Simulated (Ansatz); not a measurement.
CaS:
```
CaS
1.0
    0.00000     2.85601     2.85601
    2.85601     0.00000     2.85601
    2.85601     2.85601     0.00000
Ca S
1 1
Direct
  0.00000   0.00000   0.00000
  0.50000   0.50000   0.50000
```

Relaxed with PBE.

Give the optical modes at the zone centre with their infrared and Raman activity from DFPT, the program Ansatz at the PBE level (PAW).

Transverse frequencies, without the LO–TO term; a row sums one degenerate level.

```
ω (cm⁻¹)  degeneracy  IR ((D/Å)²/amu)  Raman (Å⁴/amu)  activity  symmetry
--------  ----------  ---------------  --------------  --------  --------
215                3            21.73               0        IR       T1u
```

How high does the top mode go among those that the LO–TO term moves?

336 cm⁻¹ for q along x.

Space group Fm-3m (rock salt). Symmetry was held in the PBE relaxation; phonons on a q-mesh show no instability.

Potentials: the later of the program's two PAW sets.
